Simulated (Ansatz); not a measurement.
**YSn$_{3}$: strain energy, fitted**

YSn$_{3}$, Pm-3m, a = 4.647 Å. The structure is a COD entry; whether it is the stable form wasn't checked. Ansatz: PBEsol, PAW, 420 eV, Γ-centred 12×12×12 mesh on 4 atoms, Gaussian smearing 0.10 eV; no spin polarisation. Series: biaxial strain in the a-b plane, c and atoms relaxed; x is the strain in per cent. y is the free energy over the unstrained cell, V0 = 25.090 Å³/atom.

```
x (%) y (meV/atom)
 -3.0          6.03
 -2.0             ?
 -1.0          0.14
  0.0          0.00
  1.0          0.22
  2.0          1.72
  3.0          4.85
```

Q: Fit y = c2 x² + c3 x³ to the other rows, turn c2 into a modulus, and predict the missing energy.

A: Least squares on the rows shown. y = 0.5885 x² − 0.02418 x³. In eV per unit strain² c2 is 5.885; M is the biaxial modulus (E = M V0 ε²): 5.885 × 160.2 / (25.090) = 38 GPa. The unstrained cell keeps some stress along the strain, worth a slope of 0.22 meV/atom per %, which the form leaves out. With a term in x⁴ added, the coefficient of x² becomes 0.3075, 48 % less, which shows how far this figure hangs on the form. At x = -2.0 the fit asked for gives 2.55 meV/atom. The run gave 1.68 meV/atom, so the fit is 0.87 meV/atom too high, 14 % of the span of the series, against an rms of 0.34 meV/atom on the fitted rows. With a term in x⁴ added, a fit to the same known rows predicts 1.93 meV/atom, so most of the miss is curvature that the known rows already hold.

Cost: 7 runs of about 14 core-minutes in all, on Arm Neoverse V2 (shared hosts).